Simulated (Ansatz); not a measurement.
## One run on Cr (I4/mmm): compressed by 2 % along z at fixed volume; spin–orbit coupling, moments along [001]

Theory: DFT, LDA, all-electron LAPW, Dirac equation with spin-orbit coupling in Ansatz.

Command: `ansatz run input.yaml --threads 4 --pin off --max-ram 8192MiB --backend cpu --events-out ev --progress --plain --runs-dir out`

The folder start holds the state saved by an earlier run of the same cell, from which the iterations begin.

```yaml
crystal:
  lattice:
    - [2.9990412382, 0.0, 0.0]
    - [0.0, 2.9990412382, 0.0]
    - [0.0, 0.0, 2.909521368]
  atoms:
    - { symbol: Cr, position: [0.0, 0.0, 0.0], spin: 1.2, spin_axis: [0.0, 0.0, -1.0] }
    - { symbol: Cr, position: [0.5, 0.5, 0.5], spin: 1.2, spin_axis: [0.0, 0.0, 1.0] }
magnetization:
  noncollinear: true
  spin_orbit: true
kpoints:
  mp_grid: { grid: [8, 8, 8] }
scf:
  occupations: { method: fermi_dirac, width: 0.05 }
  convergence: { dr2_threshold: 1.0e-08 }
  max_iter: 60
  lower_state_search: "off"
hamiltonian:
  xc: lda
  pseudopotentials: { kind: all_electron, lapw: { basis_error: 2.5e-05 } }
output:
  eigenvalues: false
  hubbard: { sites: [{ species: Cr, l: d }] }
checkpoint:
  write: state
  compress: false
  write_every: 100000
  read: start
```

Log:

```
Warning: checkpoint.read: spin treatment differs: saved collinear, current noncollinear; the saved charge density seeds this run and the saved magnetisation is carried along the axis that this deck's starting moments share; the saved density holds an absolute magnetisation of 2.6e0 μB; saved orbitals and DFT+U occupations are not carried
settings of this run that can trade accuracy for cost: output.eigenvalues: false. Do not mix this run's numbers with those of runs without the same settings; the input reference describes each key
Cr: projections on atomic orbitals take those of the free atom 1s2 2s2 2p6 3s2 3p6 3d5 4s1, of charge +0.00 (hamiltonian.pseudopotentials.projection_atoms)
LAPW: plane waves up to 10.389 Å⁻¹, error target 2.5e-5 eV per atom; Dirac's equation on spinors; Cr in spheres of 1.286 Å, 14 of its electrons in bands (how accurate: hamiltonian.pseudopotentials.lapw.basis_error, Limitations)
Engine: ansatz 0.2.0
Pseudopotentials: kind: all_electron
Pseudopotential: Cr, LAPW, valence charge 14, lapw/all_electron/dirac/gaussian/Cr, Dirac's equation, gaussian nucleus
Functional definition: SPW92
  exchange = slater_x
  correlation = pw_c
Crystal: 2 atoms, lattice volume = 26.169 Å³
Basis set: ecut = 411.22544021427456 eV, 477 PW (Γ), exchange–correlation at level 2
Bands: 36, of which v1, the nominal top of the filled ones, is band 28 counted from 1 (27 counted from 0)
Symmetry: 16 space group operations + 16 with time reversal
Magnetic group: BNS 128.410 (UNI 1070), of the structure as read, at distance tolerance 3.0e-5 Å
k-points: 75 of 512
Non-local potential: Cr, projectors of the file, none
Initial density: read from a saved state, or passed on in memory by an earlier SCF of this step, an earlier step, the calling program or the single point that the run made first
Starting moments: Σ|m| = 2.4 μB on 2 of 2 sites; this step starts from the density that it was given
Initial wavefunctions: plane waves of lowest kinetic energy (no species holds an atomic orbital)
Functional: x = slater, c = lda
iter 1 solved again at ethr=4.42e-8 eV; its pass at ethr=1.00e-1 eV (dr2=1.24e-5 eV) is discarded
SCF iter   1: F=—  HF=-57082.690908 eV  |F-HF|=—  |Δ(HF+E_count)|=         —  Δρ=9.77e-5  dr2=1.16e-8  dr2_m=1.23e-6  ethr=4.42e-8  |M|=1.28e-16 ∫|m|=2.63e0 μB  β_m=0.30  ⟨swp⟩=5.5  Hψ=25593  notcnv=0
the basis was enlarged: its passes take 21.3 MiB over the memory plan, 4 of 4 planned eigensolver slots
preconditioner: auto → none  [metal: Δε(μ)=0.081 eV  Ē_g=3.314 eV  σ=0.050 eV  W_gap=0.37  n_scr=6 (ndim 8)  ℏωp=25.1 eV  f_vac=0.000  D(μ)=0.81/eV (n_scr^D=6)]
[...]
  site 0: m = (+0.0000, +0.0000, -1.2715) μB, |m| = 1.2715 μB  (R = 1.29 Å)
  site 1: m = (+0.0000, +0.0000, +1.2715) μB, |m| = 1.2715 μB  (R = 1.29 Å)
Free energy (F): -57082.691185 eV
Harris-Foulkes:  -57082.691185 eV  (|F-HF|=1.24e-9)
Internal energy: -57082.684388 eV  (E = F + TS)
E sigma→0 (E₀):  -57082.687786 eV
Entropy (-TS):   -0.006797 eV (-3.398 meV/atom)
Fermi energy:    16.913633 eV
--- Per-component energies (eV) ---
  E_band       = -347.911225
  E_kinetic    = 57707.029451
  E_xc         = -2542.015849
  E_electrostatic = -112247.697990  (all electrons and nuclei)
  E_smearing   = -0.006797  (= −TS)
  E_closure    = 0.000000  (closes the sum)
  E_atoms      = -57061.930004  (free atoms, spherical and without spin; not in F)
  Σ components = -57082.691185   (vs F -57082.691185, Δ=0.00e0)
  Basis errors (estimates in eV, not in F): energy 4.5e-6 per atom: plane waves 3.5e-6 (1.8e-6 summed), levels above the bands 1.8e-13, relativity 3.3e-9, radial functions 1.0e-6, core shells 3.0e-8; eigenvalues (radial functions only) 4.5e-8; not estimated: angular momenta, meshes, grids; target (lapw.basis_error) 2.5e-5; muffin-tin radii Cr 1.286 Å
--- Occupation matrices: 2 shells (Löwdin-built; ε = 2.00e-2, provisional) ---
  Cr0 d_3D: site group D4h (4/mmm)
  Cr0 d_3D spinor Tr n = 5.1541  λ = 0.319 0.329 0.404 0.413 0.417 0.519 0.534 0.735 0.741 0.744  [2× z2 0.50 (Eg 1.00) E1/2g(0.50) | 3× xz 0.33 (T2g 1.00) E3/2g(0.67) | 2× x2-y2 0.50 (Eg 1.00) E1/2g(0.50) | 3× xz 0.33 (T2g 1.00) E3/2g(0.67)]
  Cr1 d_3D: site group D4h (4/mmm)
  Cr1 d_3D spinor Tr n = 5.1541  λ = 0.319 0.329 0.404 0.413 0.417 0.519 0.534 0.735 0.741 0.744  [2× z2 0.50 (Eg 1.00) E1/2g(0.50) | 3× xz 0.33 (T2g 1.00) E3/2g(0.67) | 2× x2-y2 0.50 (Eg 1.00) E1/2g(0.50) | 3× xz 0.33 (T2g 1.00) E3/2g(0.67)]
  Tr n, λ and their labels are of the run-group-symmetrised matrices; stabiliser: 32 of 64 elements of G0×{1,Θ} (closed), max defect 2.1e-15 at τ = 4.2e-3
settings of this run that can trade accuracy for cost: output.eigenvalues: false. Do not mix this run's numbers with those of runs without the same settings; the input reference describes each key
```

occupations.tsv:

```
# site	symbol	l	channel	k	occupation	cluster	real_ylm_label	real_ylm_weight	cubic_label	cubic_weight	pseudocubic_irrep	site_irrep	w_site_irrep	cell_site_irrep	w_cell_site_irrep
# projection_atom_Cr: 1s2 2s2 2p6 3s2 3p6 3d5 4s1
# site_irrep/w_site_irrep = the cluster's dominant irrep under the shell's site group (Mulliken, in the setting of the per-shell frame z, x; double-valued rows on a spinor block under rep=spin_orbital) and its weight, the cluster's purity; - without a site group
# cell_site_irrep/w_cell_site_irrep = the same under the site's group on the run's cell, the crystal's operations that keep its lattice, with its own per-shell comment where it differs; - as there, and where that group is no smaller or either group is refused
# basis = Löwdin-built
# labels = run-group-symmetrised matrices
# epsilon = 0.02 provisional = true under_converged = false
# stabiliser = 32/64 closed max_defect = 2.0502e-15 tolerance = 0.0042426
# site 0 Cr l=2_3D: orbit=0, site group D4h (4/mmm), |G|=16, z=[0.000000, 0.000000, 1.000000], x=[1.000000, 0.000000, 0.000000], rep=spin_orbital
0	Cr	2_3D	spinor	0	0.318511	0	z2	0.4995	z2	0.4995	Eg	E1/2g	0.5000	-	-
0	Cr	2_3D	spinor	1	0.329387	0	z2	0.4995	z2	0.4995	Eg	E1/2g	0.5000	-	-
0	Cr	2_3D	spinor	2	0.403561	1	xz	0.3321	xz	0.3321	T2g	E3/2g	0.6667	-	-
0	Cr	2_3D	spinor	3	0.412690	1	xz	0.3321	xz	0.3321	T2g	E3/2g	0.6667	-	-
0	Cr	2_3D	spinor	4	0.416501	1	xz	0.3321	xz	0.3321	T2g	E3/2g	0.6667	-	-
0	Cr	2_3D	spinor	5	0.518595	2	x2-y2	0.4983	x2-y2	0.4983	Eg	E1/2g	0.5000	-	-
0	Cr	2_3D	spinor	6	0.534207	2	x2-y2	0.4983	x2-y2	0.4983	Eg	E1/2g	0.5000	-	-
0	Cr	2_3D	spinor	7	0.735234	3	xz	0.3331	xz	0.3331	T2g	E3/2g	0.6667	-	-
0	Cr	2_3D	spinor	8	0.741059	3	xz	0.3331	xz	0.3331	T2g	E3/2g	0.6667	-	-
0	Cr	2_3D	spinor	9	0.744397	3	xz	0.3331	xz	0.3331	T2g	E3/2g	0.6667	-	-
# Tr n = 5.154142
# site 1 Cr l=2_3D: orbit=0, site group D4h (4/mmm), |G|=16, z=[0.000000, 0.000000, 1.000000], x=[1.000000, 0.000000, 0.000000], rep=spin_orbital
1	Cr	2_3D	spinor	0	0.318511	0	z2	0.4995	z2	0.4995	Eg	E1/2g	0.5000	-	-
1	Cr	2_3D	spinor	1	0.329387	0	z2	0.4995	z2	0.4995	Eg	E1/2g	0.5000	-	-
1	Cr	2_3D	spinor	2	0.403561	1	xz	0.3321	xz	0.3321	T2g	E3/2g	0.6667	-	-
1	Cr	2_3D	spinor	3	0.412690	1	xz	0.3321	xz	0.3321	T2g	E3/2g	0.6667	-	-
1	Cr	2_3D	spinor	4	0.416501	1	xz	0.3321	xz	0.3321	T2g	E3/2g	0.6667	-	-
1	Cr	2_3D	spinor	5	0.518595	2	x2-y2	0.4983	x2-y2	0.4983	Eg	E1/2g	0.5000	-	-
1	Cr	2_3D	spinor	6	0.534207	2	x2-y2	0.4983	x2-y2	0.4983	Eg	E1/2g	0.5000	-	-
1	Cr	2_3D	spinor	7	0.735234	3	xz	0.3331	xz	0.3331	T2g	E3/2g	0.6667	-	-
1	Cr	2_3D	spinor	8	0.741059	3	xz	0.3331	xz	0.3331	T2g	E3/2g	0.6667	-	-
1	Cr	2_3D	spinor	9	0.744397	3	xz	0.3331	xz	0.3331	T2g	E3/2g	0.6667	-	-
# Tr n = 5.154142
```

Site moments (μB): Cr1 (0.00, 0.00, -1.27); Cr2 (0.00, 0.00, 1.27). Cell moment 0.00 μB.

This cell lies far from its zero-pressure volume, so the numbers describe the cell as given rather than the relaxed compound. The Ansatz runs typed with the search for lower states off end where their start leads. These are results for the start and cell typed. The real compound can order otherwise, in a larger cell, or not at all, since semilocal functionals at zero temperature often overstate magnetism.

It took 27 s on 4 threads of AMD EPYC 9R45 96-Core Processor (Zen 5), with other jobs on the host, peak memory 1.2 GiB.
